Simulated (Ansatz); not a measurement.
Ag (fcc, Cu type)

```cif
data_Ag4
_chemical_formula_sum 'Ag4'
_space_group_name_H-M_alt 'Fm-3m'
_space_group_IT_number 225
_space_group_name_Hall '-F 4 2 3'
_cell_length_a 4.05433
_cell_length_b 4.05433
_cell_length_c 4.05433
_cell_angle_alpha 90.000
_cell_angle_beta 90.000
_cell_angle_gamma 90.000
loop_
_atom_site_label
_atom_site_type_symbol
_atom_site_symmetry_multiplicity
_atom_site_Wyckoff_symbol
_atom_site_fract_x
_atom_site_fract_y
_atom_site_fract_z
_atom_site_occupancy
Ag1 Ag 4 a 0.00000 0.00000 0.00000 1
```
(The calculation used a cell of 1 atom; values per cell refer to that cell.)

Grid over V/V₀ and (c/a)/(c/a)₀, subscript 0 meaning the relaxed cell; the conventional c axis lies along z; no internal relaxation.

All values below come from PBEsol (plane waves to 420 eV, PAW, scalar-relativistic; Ansatz, a program for electronic structure). k mesh 20×20×20 (Γ-centred), Fermi-Dirac smearing 0.05 eV. Energies are smeared free energies. With partly filled bands, the response to shear is sensitive to the k mesh, so small differences along c/a are uncertain. Ag was relaxed with its symmetry unable to fall. The last digit holds for this mesh only.

Changes of ΔE (eV/atom) from the point V/V₀ = 1.000, (c/a)/(c/a)₀ = 1.000 when one coordinate moves alone (two changes are said to add if the coupling is within 5 % of the smaller one, nearly so within 20 %):

```json
[
 {"point": "V/V₀ = 1.000, (c/a)/(c/a)₀ = 0.880", "change": "0.0169"},
 {"point": "V/V₀ = 1.000, (c/a)/(c/a)₀ = 0.920", "change": "0.0085"},
 {"point": "V/V₀ = 1.000, (c/a)/(c/a)₀ = 0.960", "change": "0.0022"},
 {"point": "V/V₀ = 0.920, (c/a)/(c/a)₀ = 1.000", "change": "0.0477"},
 {"point": "V/V₀ = 0.947, (c/a)/(c/a)₀ = 1.000", "change": "0.0199"},
 {"point": "V/V₀ = 0.973, (c/a)/(c/a)₀ = 1.000", "change": "0.0047"},
 {"point": "V/V₀ = 1.027, (c/a)/(c/a)₀ = 1.000", "change": "0.0041"},
 {"point": "V/V₀ = 1.053, (c/a)/(c/a)₀ = 1.000", "change": "0.0157"},
 {"point": "V/V₀ = 1.080, (c/a)/(c/a)₀ = 1.000", "change": "0.0334"},
 {"point": "V/V₀ = 1.000, (c/a)/(c/a)₀ = 1.040", "change": "0.0026"},
 {"point": "V/V₀ = 1.000, (c/a)/(c/a)₀ = 1.080", "change": "0.0104"},
 {"point": "V/V₀ = 1.000, (c/a)/(c/a)₀ = 1.120", "change": "0.0240"}
]
```

Problem. Do the two effects add at V/V₀ = 1.053, (c/a)/(c/a)₀ = 1.120? Give the computed change.

Solution. The sum of the single changes is 0.0157 + (0.0240) = 0.0397; the calculation gives 0.0366, so the coupling contributes -0.0031 (under 20 % of the smaller single change, nearly additive).

(Under strain, the slope of the energy per volume gives the stress and its curvature an elastic modulus.)
